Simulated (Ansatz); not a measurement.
Given:

TiAs:
Space group Pm-3m (No. 221); a = 3.152 Å, b = 3.152 Å, c = 3.152 Å, α = 90.00°, β = 90.00°, γ = 90.00°

```json
[
 {"atom": "Ti", "site": "1a", "symmetry": "m-3m", "x": "0.0000", "y": "0.0000", "z": "0.0000"},
 {"atom": "As", "site": "1b", "symmetry": "m-3m", "x": "0.5000", "y": "0.5000", "z": "0.5000"}
]
```

This is the PBEsol-relaxed structure.

All from DFT-PBEsol in the program Ansatz with PAW potentials, unless another level is named. Estimate the bulk modulus (Birch–Murnaghan fit).

133 GPa.

Predict the highest zone-centre frequency.

187 cm⁻¹.

A made-up cell: these elements were put on the sites of a structure type; neither database checked (COD, Materials Project) lists it. COD files the formula under space group No. 194. Its standing as an ambient phase is unchecked. The cell was relaxed with PBEsol under the symmetry of its start. At this level the phase is mechanically unstable. The run is not spin-polarised. As this level gives no gap, phonon frequencies hold no LO–TO term and depend on the k-mesh and smearing (Fermi–Dirac, 0.1 eV here).

Potentials: the earlier of the program's two PAW sets. The files were generated under PBE; for other functionals the program regenerates the frozen cores, and for LDA and PBEsol the local potential too.
